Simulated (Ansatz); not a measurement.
SiC (zinc blende)

```
SiC
1.0
    0.00000     2.17839     2.17839
    2.17839     0.00000     2.17839
    2.17839     2.17839     0.00000
C Si
1 1
Direct
  0.75000   0.75000   0.75000
  0.00000   0.00000   0.00000
```

In this cell atom 2 (Si, nearest neighbour C at 1.887 Å; its periodic images, 3.1 Å or more away, move with it) is moved by u·(0.707, 0.707, 0.000) + v·(0.000, 0.000, 1.000); the rest is frozen.

The numbers are results of PBEsol (plane waves to 420 eV, PAW, scalar-relativistic; Ansatz, an electronic-structure program), not measurements. k mesh 10×10×10 (Γ-centred), Fermi-Dirac smearing 0.05 eV. Compression counts positive. Points where atoms come too close for the PAW data are left out (x in tables, blank in figures). As the smearing reaches across the gap at some points, energies and forces of such displacements shift with the k mesh and the smearing. SiC was relaxed with its symmetry unable to fall. 

```json
[
 {"P (GPa)": "v = -0.470", "u = -0.470": "x", "u = -0.235": "49.8", "u = 0.000": "23.6", "u = 0.235": "49.8", "u = 0.470": "x"},
 {"P (GPa)": "v = -0.235", "u = -0.470": "x", "u = -0.235": "21.4", "u = 0.000": "6.4", "u = 0.235": "21.4", "u = 0.470": "x"},
 {"P (GPa)": "v = 0.000", "u = -0.470": "29.9", "u = -0.235": "___", "u = 0.000": "0.0", "u = 0.235": "___", "u = 0.470": "29.9"},
 {"P (GPa)": "v = 0.235", "u = -0.470": "13.7", "u = -0.235": "___", "u = 0.000": "6.4", "u = 0.235": "___", "u = 0.470": "13.7"},
 {"P (GPa)": "v = 0.470", "u = -0.470": "___", "u = -0.235": "21.4", "u = 0.000": "23.6", "u = 0.235": "21.4", "u = 0.470": "___"}
]
```

**Question.** Fill in the missing entries.

**Answer.** 
- v = 0.000, u = -0.235: 6.8
- v = 0.000, u = 0.235: 6.8
- v = 0.235, u = -0.235: 7.9
- v = 0.235, u = 0.235: 7.9
- v = 0.470, u = -0.470: 16.1
- v = 0.470, u = 0.470: 16.1

(For displaced atoms, the force is minus the slope of the energy, and its curvature is a force constant, which sets phonon frequencies.)
